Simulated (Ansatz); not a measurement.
W, DFT, LDA, all-electron LAPW, scalar-relativistic (Ansatz 0.2.0), run on 1 thread of Arm Neoverse V2 on a shared host.

The cell is a database entry far from equilibrium at this level of theory, probably a faulty or high-pressure entry; it serves as a test geometry alone. The listed cell was then made from it by scaling, straining or moving an atom.

Command: `ansatz run input.yaml --threads 1 --pin off --max-ram 3072MiB --backend cpu --events-out ev --progress --plain --runs-dir out`

```yaml
crystal:
  lattice:
    - [0.0, 2.0632846043, 2.0632846043]
    - [2.0632846043, 0.0, 2.0632846043]
    - [2.0632846043, 2.0632846043, 0.0]
  atoms:
    - { symbol: W, position: [0.0, 0.0, 0.0] }
kpoints:
  mp_grid: { grid: [14, 14, 14] }
scf:
  occupations: { method: fermi_dirac, width: 0.05 }
hamiltonian:
  xc: lda
  pseudopotentials: { kind: all_electron, lapw: { basis_error: 0.00025 } }
output:
  forces: true
  stress: true
  eigenvalues: true
```

(1) How large is the problem that the program sets up?

(2) About how long does it take, and how much memory does it use?

(3) And the same cell and mesh by all-electron PAW (datasets made for this crystal), asked for forces, stress, eigenvalues, efg, on the same hardware?

Results:

(1) 104 irreducible k-points, 169 plane waves at Γ, 23 bands.

(2) 16 s of wall time for 8 SCF iterations, with a peak of 0.33 GiB. Times on shared machines scatter by tens of per cent.

(3) 5.2 s, peak memory 0.37 GiB.
